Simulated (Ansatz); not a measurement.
The relaxed structure here is a generated cell of Be: the first start was made by placing the elements on the sites of a structure type, and the end was not matched to a known phase here, so it may be hypothetical. Known forms of Be include space group No. 194.

A relaxed cell of Be (Pm-3m (No. 221)), relaxed on a k-mesh at least as fine as the one used below. All values below come from PBEsol (plane waves to 420 eV, PAW, scalar-relativistic; Ansatz, a program for electronic structure). Γ-centred k-mesh 8×15×15 on the run's cell (coarser than for final values), Fermi–Dirac smearing 0.05 eV.

```yaml
crystal:
  lattice:
    - [4.33264, 0.00000, 0.00000]
    - [0.00000, 2.16632, 0.00000]
    - [0.00000, 0.00000, 2.16632]
  atoms:
    - { symbol: Be, position: [0.00000, 0.00000, 0.00000] }
    - { symbol: Be, position: [0.50000, 0.00000, 0.00000] }
```

The atoms are displaced along an unstable phonon of this cell by (Å):

| atom | ux | uy | uz |
|---|---|---|---|
| Be1 | 0.000 | 0.000 | -0.150 |
| Be2 | 0.000 | 0.000 | 0.150 |

Task: What forces (eV/Å) and pressure result?

Result: 
```tsv
atom	Fx	Fy	Fz
Be1	0.00	0.00	-0.62
Be2	0.00	0.00	0.62
```

Pressure -1.6 GPa.

Task: Estimate the energy cost of the displacement in the harmonic approximation and compare with the calculation.

Result: For a harmonic well ΔE = −½ Σ F·u = -0.093 eV a cell, or -47 meV/atom. The calculated energy relative to the undisplaced cell is -0.05 eV/atom, so the harmonic estimate holds well.

The undisplaced cell is probably no minimum: from this displacement the run went on to P6/mmm (No. 191), 0.50 eV/atom below it.

No spin polarisation in the result.
